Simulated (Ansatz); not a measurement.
### Question
Each is relaxed and computed with plane-wave PAW PBE (Ansatz code). Which is the only metal?
A. AlV2C, P6_3/mmc (Al on 2c, V on 4f, C on 2a)
B. SiC, wurtzite
C. Al3GaAs4, P-4m2 (Pearson symbol tP8)
D. Al3SiCN3, P3m1 (Pearson symbol hP8)

### Answer
A, AlV2C, P6_3/mmc (Al on 2c, V on 4f, C on 2a). AlV2C: metal; Al3SiCN3: gap 0.35 eV; Al3GaAs4: gap 1.27 eV (direct); SiC: gap 2.31 eV (indirect). Typed or built starts, not in the databases checked: Al3SiCN3, P3m1 (Pearson symbol hP8); Al3GaAs4, P-4m2 (Pearson symbol tP8). All cells were relaxed under the symmetry of their starts (and spin orders); stability against distortions was not tested throughout. Named crystals with no word on spin ran without spin polarisation. Scalar-relativistic: spin–orbit coupling is off unless named, which matters more the heavier the elements.

Potentials: the earlier of the program's two PAW sets.
